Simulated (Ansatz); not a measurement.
SiGe in space group R-3m (No. 166; Si on 6c, Ge on 6c), r²SCAN in the plane-wave PAW code Ansatz. The conduction-band minimum lies at F, with 3 equivalent valleys. Second derivatives d²E/dk² of the lowest band at one valley (eV·Å²), along Cartesian directions:…

| direction | d²E/dk² |
|---|---|
| [100] | 18.10 |
| [010] | 29.15 |
| [001] | 60.18 |
| [110] | 14.01 |
| [101] | 22.90 |
| [011] | 35.31 |

Q: Find the principal effective masses, the density-of-states mass and the conductivity mass.

A: Off-diagonal terms follow from H_xy = H[110] − (H_xx + H_yy)/2, and m*/mₑ = 7.620 eV·Å² over each eigenvalue: 0.11, 0.22, 1.3. One valley's DOS mass (m₁m₂m₃)^(1/3) = 0.32, conductivity mass 3/(Σ 1/mᵢ) = 0.21 mₑ.

Q: What effective density of states Nc follows at 300 K for parabolic valleys?

A: Nc = 2.509e19 × 3 × (0.32)^(3/2) ≈ 1.4e19 cm⁻³.

The start of the workflow was typed in or built on a structure type; neither database checked (COD, Materials Project) lists it. Whether it is the stable phase at ambient conditions was not checked. The r²SCAN relaxation kept the symmetry of its start; its stability against distortions is not shown here. Spin–orbit coupling is left out wherever it is not named.

Potentials: the earlier of the program's two PAW sets.

Edges and masses are those of Kohn–Sham bands, whose gap is no quasiparticle gap.
